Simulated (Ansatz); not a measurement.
NbGa₃ in space group I4/mmm (No. 139; Ga on 2b, Ga on 4d, Nb on 2a), plane-wave PAW PBEsol (Ansatz code), all energies at zero smearing, with the estimated change up to a 700 eV cutoff added, with one set of potentials and settings (totals compare only within such a set). Cell of 4 atoms (3 Ga, 1 Nb): -15726.524 eV.

```tsv
element	reference phase	E (eV/atom)
Ga	Cmce, 4 atoms in the cell	-3743.2031
Nb	Im-3m, 1 atoms in the cell	-4495.4542
```

Formation energy per atom, worked out: (-15726.524 − 3×(-3743.2031) − 1×(-4495.4542))/4 = -0.365 eV/atom (-35 kJ per mol of atoms), at 0 K, without zero-point energy or fitted corrections.

The workflow started from an entry of the Crystallography Open Database (COD, 293 K). Its standing as an ambient phase is unchecked. The PBEsol relaxation kept the symmetry of its start; its stability against distortions is not shown here. The run is not spin-polarised. The references are the lowest solids computed at this level, not always the standard phases.

Potentials: the later of the program's two PAW sets.
